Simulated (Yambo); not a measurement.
A G0W0@PBEsol run in Yambo for CsGeI3 (space group Cm, No. 8) (2×2×2 Γ-centred k mesh, 307 bands and a 7 Ry block in the screening, 307 bands in G with the Bruneval-Gonze terminator, plasmon pole fitted at 27.2 eV) gives these matrix elements, in eV, at the band edges ((-0.5, -0.5, -0.5) → (-0.5, -0.5, -0.5)):

```tsv
state	E0	<Vxc>	<Σx>	<Σc(E0)>	Z
valence edge	0.000	-12.182	-13.962	0.849	0.786
conduction edge	0.992	-10.202	-6.984	-3.205	0.790
```

**Question.** Solve the linearised quasiparticle equation for both states, give the gap, and say how exchange and correlation each act on it.

**Answer.** E = E0 + Z(Σx + Σc − Vxc). Valence: 0.000 + 0.786 × (-13.962 + (0.849) − (-12.182)) = -0.73 eV. Conduction: 0.992 + 0.790 × (-6.984 + (-3.205) − (-10.202)) = 1.00 eV. The gap is 1.73 eV, against 0.99 eV in PBEsol. Replacing Vxc by bare exchange alone would open it by 5.00 eV; correlation takes back 4.05 eV of that, and Z scales what is left. Nearest settings tried, and what they do to the gap: 193 bands in G: +1 meV; 193 bands in W, 193 bands in G: -8 meV; 3 Ry block (139 vectors against 471): -209 meV. Not varied: mesh. So the settings aren't converged at that level. The k mesh is coarse. Without spin-orbit coupling, band edges of such heavy elements can be off by tenths of an eV.

The standard potential for Ge keeps a d shell in the valence without the s and p states of that shell. In tests on such compounds this moved G0W0 gaps by up to about 0.9 eV, so absolute quasiparticle energies here are unreliable; differences between settings are what counts.

Geometry of the Materials Project entry, not relaxed at this level; primitive cell a = b = 6.0659 Å, c = 6.1281 Å, α = β = 92.18°, γ = 88.27°.

The structure is a Materials Project entry; no match was found in the copy of COD used, and its stability was not checked.
